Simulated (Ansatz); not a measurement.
Values for one crystal, relaxed and computed with the program Ansatz at the PBEsol level (PAW); other levels are named.

```yaml
volume_per_atom: 22.49 Å³
electronic_character: metallic (no gap)
Bulk modulus (Birch–Murnaghan fit): 36.1 GPa
Elastic constants (relaxed ions, GPa): C11 = 35.6, C12 = 36.8, C44 = 31.2
Density of states at the Fermi level: 0.43 states/eV per atom (mean over ±0.08 eV)
mechanical_stability: unstable (C has a negative eigenvalue)
dynamical_stability_on_the_path: unstable, down to 32i cm⁻¹
```

**Question.** Pick the material that matches.
A) Cr, bcc (W type)
B) Al, bcc (W type)
C) Mg, bcc (W type)
D) Ta, bcc (W type)

**Answer.** C, Mg, bcc (W type)

Space group Im-3m (bcc (W type)). The first step of the workflow began from a Materials Project structure, measured or hypothetical; the Crystallography Open Database copy checked does not list it. It is not the phase usual at ambient conditions (space group No. 194). The PBEsol relaxation kept the symmetry of its start. As this level gives no gap, shear constants depend on the k-mesh and smearing (Fermi–Dirac, 0.1 eV here). As this level gives no gap, phonon frequencies hold no LO–TO term and depend on the k-mesh and smearing (Fermi–Dirac, 0.1 eV here).

Potentials: the earlier of the program's two PAW sets.
